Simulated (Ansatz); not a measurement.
Ba2CaMoO6:
```
CELL_PARAMETERS angstrom
      0.00000     4.19528     4.19528
      4.19528     0.00000     4.19528
      4.19528     4.19528     0.00000
ATOMIC_POSITIONS crystal
  Ba 0.75000 0.75000 0.75000
  Ba 0.25000 0.25000 0.25000
  Ca 0.00000 0.00000 0.00000
  Mo 0.50000 0.50000 0.50000
  O  0.72880 0.72880 0.27120
  O  0.27120 0.27120 0.72880
  O  0.27120 0.72880 0.72880
  O  0.72880 0.27120 0.27120
  O  0.72880 0.27120 0.72880
  O  0.27120 0.72880 0.27120
```

Relaxed with r²SCAN.

Q: Give the Bader charges and basin volumes of the independent atoms, plane-wave PAW r²SCAN (Ansatz code).

A: 

```json
[
 {"atom": "Ba1", "Bader charge (e)": "+1.61", "Bader volume (Å³)": "23.1"},
 {"atom": "Ca3", "Bader charge (e)": "+1.56", "Bader volume (Å³)": "10.7"},
 {"atom": "Mo4", "Bader charge (e)": "+2.88", "Bader volume (Å³)": "8.2"},
 {"atom": "O5", "Bader charge (e)": "-1.28", "Bader volume (Å³)": "13.8"}
]
```

Space group Fm-3m. The workflow started from a Materials Project entry (that database holds measured and hypothetical structures alike); the Crystallography Open Database files this formula in space group No. 225, but the cells were not matched. Its standing as an ambient phase is unchecked. The r²SCAN relaxation kept the symmetry of its start; whether a distortion lowers the energy is not shown. The run is not spin-polarised. No Hubbard U is applied. Spin–orbit coupling is left out wherever it is not named.

Potentials: the later of the program's two PAW sets.
